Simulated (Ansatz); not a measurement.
Sn2Au:
```
Sn2Au
1.0
    6.92539     0.00000     0.00000
    0.00000     7.04970     0.00000
    0.00000     0.00000    11.79716
Sn Au
16 8
Direct
  0.62822   0.52897   0.32680
  0.37178   0.47103   0.67320
  0.87178   0.47103   0.82680
  0.12822   0.52897   0.17320
  0.12822   0.97103   0.67320
  0.87178   0.02897   0.32680
  0.37178   0.02897   0.17320
  0.62822   0.97103   0.82680
  0.85166   0.25199   0.08854
  0.14834   0.74801   0.91146
  0.64834   0.74801   0.58854
  0.35166   0.25199   0.41146
  0.35166   0.24801   0.91146
  0.64834   0.75199   0.08854
  0.14834   0.75199   0.41146
  0.85166   0.24801   0.58854
  0.51301   0.89325   0.38377
  0.48699   0.10675   0.61623
  0.98699   0.10675   0.88377
  0.01301   0.89325   0.11623
  0.01301   0.60675   0.61623
  0.98699   0.39325   0.38377
  0.48699   0.39325   0.11623
  0.51301   0.60675   0.88377
```

Relaxed with PBEsol. Special points in fractions of this cell's reciprocal vectors: Γ (0.000, 0.000, 0.000); X (0.500, 0.000, 0.000); S (0.500, 0.500, 0.000); Y (0.000, 0.500, 0.000); Z (0.000, 0.000, 0.500); U (0.500, 0.000, 0.500); R (0.500, 0.500, 0.500); T (0.000, 0.500, 0.500).

### Question
List the band energies nearest the Fermi level at these points for PBEsol in the plane-wave PAW code Ansatz.

### Answer
In eV from the Fermi level; about four levels below and three above (degenerate sets whole), none deeper than 8.9 eV; points with the same levels are listed once.

```csv
k,below,above
Γ,-0.74 -0.62 -0.34 -0.18,0.03 0.25 0.46
X,-0.09 -0.09 -0.05 -0.05,0.81 0.81 0.83 0.83
S,-0.33 -0.33 -0.33 -0.33,1.31 1.31 1.31 1.31
Y,-1.26 -1.26 -1.07 -1.07,0.14 0.14 1.14 1.14
Z,-0.67 -0.67 -0.67 -0.67,0.13 0.13 0.86 0.86
U,-1.39 -1.39 -1.39 -1.39,0.00 0.00 0.00 0.00
R,-0.56 -0.56 -0.56 -0.56,0.08 0.08 0.08 0.08
T,-0.43 -0.43 -0.43 -0.43,0.81 0.81 0.81 0.81
```

Space group Pbca. The first step of the workflow began from a Materials Project structure, measured or hypothetical; the Crystallography Open Database files this formula in space group No. 61, but the cells were not matched. Its standing as an ambient phase is unchecked. The PBEsol relaxation kept the symmetry of its start; its stability against distortions is not shown here. Scalar-relativistic: spin–orbit coupling is off unless named, which matters more the heavier the elements.

Potentials: the later of the program's two PAW sets.
